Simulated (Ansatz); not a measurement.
# Zone-centre phonons of HfN at 16 GPa: input and output

Level of theory: DFT PBE, scalar-relativistic, plane waves, PAW in Ansatz.

Launched with:
```bash
ansatz run input.yaml --threads 1 --pin off --max-ram 3072MiB --backend cpu --events-out ev --progress --plain --runs-dir out
```

Input (bare energies are in eV):
```yaml
crystal:
  lattice:
    - [0.0, 2.2335617715, 2.2335617715]
    - [2.2335617715, 0.0, 2.2335617715]
    - [2.2335617715, 2.2335617715, 0.0]
  atoms:
    - { symbol: Hf, position: [0.0, 0.0, 0.0] }
    - { symbol: "N", position: [0.5, 0.5, 0.5] }
basis:
  ecutwfc: 420
kpoints:
  mp_grid: { grid: [16, 16, 16] }
hamiltonian:
  xc: pbe
scf:
  occupations: { method: fermi_dirac, width: 0.15 }
output:
  eigenvalues: true
phonons:
  method: dfpt
  eigenvectors: true
```

The end of the output:
```
--- Phonons (Γ-DFPT): 2 representative perturbations + reference, on 349 of 4096 k-points (Σ response iterations 7) ---
  k mesh reduced under 8 symmetry operations, with k and −k counted as one. Each operation leaves every solved perturbation unchanged. A smaller set is not used because it would not reduce the number of displacements ...
  ASR residual: 3.229e-4 → 0.000e0 eV/Å²; symmetrization residual: 6.571e-7 eV/Å²
  ASR residual per site (eV/Å²): 3.23e-4 1.27e-4
  Γ frequencies (cm⁻¹): 0.00 0.00 0.00 529.86 529.86 529.86
  non-analytic LO–TO correction: not included (Born effective charges unavailable; polar crystals: no LO–TO splitting at Γ)
```

It took 41 s on 1 thread of Intel(R) Xeon(R) Platinum 8375C CPU @ 2.90GHz (Ice Lake), with other jobs on the host, peak memory 0.82 GiB.

In a metal, frequencies and elastic constants depend on the k mesh and the smearing, soft modes and shear constants most. Spin–orbit coupling is left out, which can shift energies with elements as heavy as these.